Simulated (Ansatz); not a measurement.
Pt3W:
```
CELL_PARAMETERS angstrom
      3.92282     0.00000     0.00000
      0.00000     3.92282     0.00000
      0.00000     0.00000     3.92282
ATOMIC_POSITIONS crystal
  Pt 0.00000 0.50000 0.50000
  Pt 0.50000 0.50000 0.00000
  Pt 0.50000 0.00000 0.50000
  W  0.00000 0.00000 0.00000
```

Relaxed with PBEsol. Special points in fractions of this cell's reciprocal vectors: Γ (0.000, 0.000, 0.000); X (0.000, 0.500, 0.000); M (0.500, 0.500, 0.000); R (0.500, 0.500, 0.500).

Question: List the band energies nearest the Fermi level at these points for DFT-PBEsol in the program Ansatz with PAW potentials.

Answer: In eV from the Fermi level; about four levels below and three above (degenerate sets whole), none deeper than 8.9 eV; points with the same levels are listed once.

```
k                                below           above
-  -----------------------------------  --------------
Γ              -0.88 -0.30 -0.30 -0.30  1.21 1.21 1.21
X              -0.92 -0.92 -0.30 -0.22  0.51 2.58 6.03
M              -2.55 -0.29 -0.29 -0.14  1.11 1.11 3.27
R  -1.02 -1.02 -1.02 -0.80 -0.80 -0.80  1.09 1.09 1.09
```

Space group Pm-3m (Cu3Au type). The cell is a constructed one: a structure type filled with these elements; neither database checked (COD, Materials Project) lists it. Its standing as an ambient phase is unchecked. The PBEsol relaxation kept the symmetry of its start; its stability against distortions is not shown here. No spin polarisation was allowed. Scalar-relativistic: spin–orbit coupling is off unless named, which matters more the heavier the elements.

Potentials: the earlier of the program's two PAW sets. The files were generated under PBE; for other functionals the program regenerates the frozen cores, and for LDA and PBEsol the local potential too.
